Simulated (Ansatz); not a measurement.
# Pb: course of a relaxation

These are results of DFT PBEsol, scalar-relativistic, plane waves, PAW (Ansatz 0.2.0), not measurements. Settings: 420 eV cutoff, 12×12×8 k-mesh, Gaussian smearing of 0.10 eV, no spin polarisation.

What was changed in Sr: Sr → Pb on all its sites, cell and atoms relaxed.

Spin–orbit coupling is left out, which can shift energies with elements as heavy as these.

Command:

```bash
ansatz run input.yaml --threads 1 --pin off --max-ram 2560MiB --backend cpu --events-out ev --progress --plain --runs-dir out
```

Input:

```yaml
crystal:
  lattice:
    - [3.4288051523, 0.0, 0.0]
    - [-1.7144025762, 2.9694323665, 0.0]
    - [0.0, 0.0, 5.6228186915]
  atoms:
    - { symbol: Pb, position: [0.3333333333, 0.6666666667, 0.25] }
    - { symbol: Pb, position: [0.6666666667, 0.3333333333, 0.75] }
basis:
  ecutwfc: 420
kpoints:
  mp_grid: { grid: [12, 12, 8] }
hamiltonian:
  xc: pbesol
scf:
  occupations: { method: gaussian, width: 0.1 }
output:
  forces: true
  stress: true
  eigenvalues: true
relax:
  adjacent_minimum: "off"
  f_tol: 0.01
  max_steps: 60
  cell: { stress_tol: 0.1 }
```

F is the free energy. Steps run on the plane waves of an earlier cell, but the last one, and at times one on the way, on a freshly chosen basis, so a repeated geometry can differ a little in energy.

Steps:

| step | F − F(1) (eV) | largest force component (eV/Å) | V (Å³/atom) | P (GPa) |
| --- | --- | --- | --- | --- |
| 1 | 0.0000 | 0.000 | 28.625 | 2.26 |
| 2 | -0.0180 | 0.000 | 30.225 | -0.49 |
| 3 | -0.0193 | 0.000 | 29.948 | -0.08 |
| 4 | -0.0196 | 0.000 | 29.879 | 0.03 |
| 5 | -0.0199 | 0.000 | 29.879 | 0.03 |

Relaxed structure:

```xyz
2
Lattice="3.4561 0.0000 0.0000 -1.7280 2.9930 0.0000 0.0000 0.0000 5.7770" Properties=species:S:1:pos:R:3 pbc="T T T"
Pb    0.0000    1.9954    1.4443
Pb    1.7280    0.9977    4.3328
```

Symmetry: P6_3/mmc, No. 194, hexagonal system. The conventional cell has a = 3.456 Å, b = 3.456 Å, c = 5.777 Å, α = 90.00°, β = 90.00°, γ = 120.00°. Around Pb (site symmetry -6m2) lie 12 Pb at 3.46 to 3.51 Å.

The run converged. Time: 52 s on 1 thread of AMD EPYC 7571, with other jobs on the host, peak memory 0.41 GiB.